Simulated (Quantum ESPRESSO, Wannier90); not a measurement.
**Tight-binding from DFT: InAs (wurtzite)**

```xyz
4
Lattice="4.3114 0.0000 0.0000 -2.1557 3.7338 0.0000 0.0000 0.0000 7.0888" Properties=species:S:1:pos:R:3 pbc="T T T"
In    -2.1557     1.2446    -3.5402
In     2.1557    -1.2446     0.0042
As    -2.1557     1.2446    -0.8867
As     2.1557    -1.2446     2.6577
```

Structure: Materials Project mp-1007652, symmetrised, not relaxed again. Not found in the COD (Crystallography Open Database) copy used, which has the formula in other groups; not checked further. Computed values, not measurements, from LDA: Quantum ESPRESSO (norm-conserving PseudoDojo potentials, cutoff 64 Ry, no spin polarisation, no spin-orbit coupling) on a Γ-centred 6×6×4 mesh, then Wannier90. Density: 12×12×6 mesh, cold smearing 0.01 Ry. Spin-orbit coupling is left out although heavy elements are present.

Bands 21-22 form an isolated set from -11.79 to -9.85 eV relative to the Fermi level (on the path) and are turned into 2 Wannier functions by minimising the spread from the start: atomic waves As 4s.

Question: Where do the functions sit, how wide are they and what are they made of?

Answer: 
| functions | spread (Å²) | nearest atom, distance (Å) | second atom, distance (Å) | weight on atomic waves |
|---|---|---|---|---|
| 2 | 2.24 | As 0.01 | In 2.64 | As 4s 63 %, In 5p 21 %, In 5s 10 % |

Ω_I = 4.48 Å², Ω_total = 4.49 Å²; the interpolated bands follow pw.x to 0.4 meV rms on the path. Only this start was tried; a symmetric start can stop on a saddle, and mixtures of these functions could lower the total by at most Ω_total − Ω_I.
